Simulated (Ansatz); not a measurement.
FeSi$_{2}$:
```yaml
crystal:
  lattice:
    - [2.36989, -3.96085, 0.00000]
    - [2.36989, 3.96085, 0.00000]
    - [0.00000, 0.00000, 7.90944]
  atoms:
    - { symbol: Si, position: [0.25000, 0.75000, 0.59538], spin: 0.0 }
    - { symbol: Si, position: [0.59545, 0.40455, 0.75000] }
    - { symbol: Si, position: [0.90455, 0.09545, 0.75000] }
    - { symbol: Si, position: [0.25000, 0.75000, 0.90462], spin: 0.0 }
    - { symbol: Fe, position: [0.75000, 0.75000, 0.00000], spin: 1.1 }
    - { symbol: Fe, position: [0.25000, 0.25000, 0.00000], spin: 1.1 }
    - { symbol: Si, position: [0.75000, 0.25000, 0.09538], spin: 0.0 }
    - { symbol: Si, position: [0.09545, 0.90455, 0.25000] }
    - { symbol: Si, position: [0.40455, 0.59545, 0.25000] }
    - { symbol: Si, position: [0.75000, 0.25000, 0.40462], spin: 0.0 }
    - { symbol: Fe, position: [0.25000, 0.25000, 0.50000], spin: -1.1 }
    - { symbol: Fe, position: [0.75000, 0.75000, 0.50000], spin: -1.1 }
```

Relaxed with PBE. Special points in fractions of this cell's reciprocal vectors: Γ (0.000, 0.000, 0.000); Y (-0.500, 0.500, 0.000); C0 (-0.339, 0.661, 0.000); Σ0 (0.339, 0.339, 0.000); Z (0.000, 0.000, 0.500); A0 (0.339, 0.339, 0.500); E0 (-0.339, 0.661, 0.500); T (-0.500, 0.500, 0.500); S (0.000, 0.500, 0.000); R (0.000, 0.500, 0.500).

Q: List the band energies nearest the Fermi level at these points for PBE in the plane-wave PAW code Ansatz.

A: In eV from the Fermi level; about four levels below and three above (degenerate sets whole), none deeper than 8.9 eV; points with the same levels are listed once.

```csv
k,below,above
Γ ↑,-1.23 -0.98 -0.93 -0.70,0.53 0.59 0.79
Y ↑,-1.08 -1.07 -1.00 -0.97,0.49 0.54 1.02
C0 ↑,-0.89 -0.87 -0.64 -0.10,0.53 0.54 0.97 0.97
Z ↑,-1.40 -0.98 -0.93 -0.72,0.47 0.52 0.60
A0 ↑,-1.48 -0.77 -0.67 -0.11,0.07 0.28 0.44
T ↑,-0.78 -0.74 -0.33 -0.28,0.50 0.54 1.70
S ↑,-0.74 -0.74 -0.26 -0.26,0.47 0.47 0.62 0.62
R ↑,-0.56 -0.56 -0.34 -0.34,0.66 0.66 0.71 0.71
```

Space group I4/mcm. The cell is a constructed one: a structure type filled with these elements; neither database checked (COD, Materials Project) lists it. COD files the formula under space group No. 64, 123, so this cell is another polymorph or a model. Whether it is the stable phase at ambient conditions was not checked. The PBE relaxation kept the symmetry of its start, as lowered by the spin order; whether a distortion lowers the energy is not shown. Magnetic state: antiferromagnetic, chosen from 5 collinear starts compared on coarse meshes (ties went to the first, and starts can fall back to one state), not a proven ground state. Point labels and valley counts follow the cell and symmetry of the run, lower than the named group.

Potentials: the later of the program's two PAW sets.
